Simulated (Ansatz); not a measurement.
The start is a randomly generated symmetric cell of YN (space group No. 109). Cell shape, volume and atoms are optimised at zero target pressure with r2SCAN (plane waves to 500 eV, PAW, scalar-relativistic; Ansatz, a program for electronic structure). First-step values are on the input's coarse k-mesh.

Ansatz input (later rounds restart from its end on a renewed k-mesh):
Ansatz 0.2 input:
```yaml
crystal:
  lattice:
    - [-3.0071831, 3.0071831, 4.1010656]
    - [3.0071831, -3.0071831, 4.1010656]
    - [3.0071831, 3.0071831, -4.1010656]
  atoms:
    - { symbol: N, position: [0.87612808, 0.87612808, 0] }
    - { symbol: N, position: [0.62612808, 0.12612808, 0.5] }
    - { symbol: N, position: [0.54767393, 0.54767393, 0] }
    - { symbol: N, position: [0.29767393, 0.79767393, 0.5] }
    - { symbol: Y, position: [0.36445149, 0.17537008, 0.1890814] }
    - { symbol: Y, position: [0.98628868, 0.17537008, 0.8109186] }
    - { symbol: Y, position: [0.92537008, 0.23628868, 0.3109186] }
    - { symbol: Y, position: [0.92537008, 0.61445149, 0.6890814] }
basis: { ecutwfc: 500, ecutrho_ratio: 4, xc_grid: 4, fft_grid_basis: typed }
kpoints: { mp_grid: { grid: [6, 6, 6] } }
hamiltonian:
  xc: r2scan
  dispersion: none
  pseudopotentials: { kind: paw }
scf: { occupations: { method: fermi_dirac, width: 0.05 } }
relax: { f_tol: 0.01, max_steps: 100, cell: { stress_tol: 0.02 } }
output: { forces: true, stress: true }
```

Question: How much energy is released per atom?

Answer: About 2.6 eV/atom.

Question: How do the shortest distances between atoms change?

Answer: The closest pairs of elements (up to four, under 3.6 Å), start → end: N–Y 1.91 → 2.05 Å; Y–Y 2.27 → 3.08 Å; N–N 2.69 → 3.08 Å.

Question: What band gap does the relaxed structure have at this level?

Answer: 0.83 eV, indirect (valence top at N, conduction bottom at Γ) (no spin-orbit coupling).

Question: Give the final cell and atomic positions.

Answer: 
```cif
data_N8Y8
_chemical_formula_sum 'N8 Y8'
_space_group_name_H-M_alt 'I41md'
_space_group_IT_number 109
_space_group_name_Hall 'I 4bw -2'
_cell_length_a 6.96076
_cell_length_b 6.96076
_cell_length_c 11.45938
_cell_angle_alpha 90.000
_cell_angle_beta 90.000
_cell_angle_gamma 90.000
loop_
_atom_site_label
_atom_site_type_symbol
_atom_site_symmetry_multiplicity
_atom_site_Wyckoff_symbol
_atom_site_fract_x
_atom_site_fract_y
_atom_site_fract_z
_atom_site_occupancy
N1 N 4 a 0.00000 0.00000 0.55155 1
N2 N 4 a 0.00000 0.00000 0.82007 1
Y1 Y 8 b 0.27858 0.00000 0.45146 1
```
(The calculation used a cell of 8 atoms; values per cell refer to that cell.)

The space group stays I4₁md (No. 109) (the run could not lower it), with 8 atoms in the primitive cell. Final values are on a 7×7×7 k-mesh of the relaxed cell. The start holds a very short contact (N–Y 1.91 Å). No spin polarisation in the result.

The run could not lose the symmetry of its start: the end is stationary, and may be a saddle point rather than a minimum.

The relaxed structure here is a generated cell of YN: the first start was made by a random draw of sites in a space group, and the end was not matched to a known phase here, so it may be hypothetical. Known forms of YN include space group No. 225.
